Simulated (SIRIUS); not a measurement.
A self-consistent single point of NaCl (Fm-3m, 8 atoms in the cell; from Materials Project mp-22862, changed as shown).

```yaml
crystal:
  lattice:
    - [5.56892, 0.00000, 0.00000]
    - [0.00000, 5.56892, 0.00000]
    - [0.00000, 0.00000, 5.56892]
  atoms:
    - { symbol: Na, position: [0.00000, 0.00000, 0.00000] }
    - { symbol: Na, position: [0.00000, 0.50000, 0.50000] }
    - { symbol: Na, position: [0.50000, 0.00000, 0.50000] }
    - { symbol: Na, position: [0.50000, 0.50000, 0.00000] }
    - { symbol: Cl, position: [0.50000, 0.00000, 0.00000] }
    - { symbol: Cl, position: [0.50000, 0.50000, 0.50000] }
    - { symbol: Cl, position: [0.00000, 0.00000, 0.50000] }
    - { symbol: Cl, position: [0.00000, 0.50000, 0.00000] }
```

All values come from this method and carry its errors: PBE, GBRV PBE ultrasoft pseudopotentials (plane waves; SIRIUS).

SIRIUS settings:

```
setting                                                               value
--------------------------------------  -----------------------------------
parameters.ngridk                                                     6 6 6
parameters.xc_functionals                      [XC_GGA_X_PBE, XC_GGA_C_PBE]
parameters.gk_cutoff                                           6.325 1/bohr
parameters.pw_cutoff                                          14.143 1/bohr
parameters.smearing                                             fermi_dirac
parameters.smearing_width                                    0.000734986 Ha
potentials                              GBRV PBE ultrasoft pseudopotentials
parameters.electronic_structure_method                      pseudopotential
parameters.num_bands                                                     38
parameters.num_mag_dims                                                   0
parameters.num_dft_iter                                                 100
parameters.energy_tol                                              1e-07 Ha
parameters.density_tol                                                1e-06
mixer.type                                                         anderson
mixer.beta                                                              0.5
mixer.use_hartree                                                     false
```

Results:

| Quantity | Value |
|---|---|
| Number of valence electrons | 64 |
| Number of bands | 38 |
| Number of k-points after the program's reduction | 20 |
| Number of plane waves (most at a k-point) | 5017 |
| Number of SCF iterations | 27 |
| FFT grid | 50 × 50 × 50 |
| Free energy E − TS | -7015.2651 eV |
| Gap on the k-point mesh | 5.25 eV |
| Pressure | 2.01 GPa |

Stress (GPa, positive for compression):
```
2.01  0.00  0.00
0.00  2.01  0.00
0.00  0.00  2.01
```

Gaps are taken between levels on the mesh.

For comparison: a first run was changed to give this one (lattice scaled by 0.98), and from it to this one the free energy goes up by 9.2 meV/atom, the pressure goes from 0.28 to 2.01 GPa and the gap on the mesh goes from 5.019 to 5.255 eV.

The structure comes from a collection of computed structures, made at another level of theory; the collection holds predicted forms beside known ones. Its lattice was then scaled.

Cost on one core: around 100 core-seconds (rough).
